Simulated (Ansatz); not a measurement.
**Notes on LaTiO₃**

```
Ti O La
1.0
     4.12368    0.00000    0.00000
     0.00000    4.12368    0.00000
     0.00000    0.00000    4.12368
Ti O La
1 3 1
Direct
  0.00000 0.00000 0.00000
  0.50000 0.00000 0.00000
  0.00000 0.50000 0.00000
  0.00000 0.00000 0.50000
  0.50000 0.50000 0.50000
```

The numbers come from plane-wave PAW DFT (Ansatz): LDA, collinear spin, 420 eV, 6×6×6 Γ-centred k points, fermi-dirac occupations (width 0.1 eV). Nothing was relaxed.

The state carries no moments; the state need not be the lowest.

Task: Which element gives electrons and which takes them?

Result: Bader charges in e: La +2.00, Ti +1.97, O -1.32. In the mean La gives up most and O takes most.

Task: Is there a gap?

Result: It is a metal, with about 2.5 states/eV a cell as the mean within 0.25 eV of the Fermi level, mostly Ti d (64 %) and La f (20 %).

Task: Is the cell too large or too small?

Result: The pressure is -26.8 GPa (compression positive), so with the atoms held at these fractions the cell would first shrink.

Task: Describe some of the short contacts.

Result: Ti–O at 2.06 Å: least valence density 0.54 e/Å³ and ELF 0.17 there. La–O at 2.92 Å: least valence density 0.15 e/Å³ and ELF 0.09 there. Both are smooth PAW fields, read partly inside the augmentation spheres.

Origin: a known structure type with other elements, at an estimated volume, so it need not be a known compound. Caveats: correlation that this level lacks may open a gap in such a compound; an odd electron count with no moments left, so an order that this cell can't hold may lie lower; atoms or cell far from equilibrium; f levels without a U or exact exchange are poorly placed.
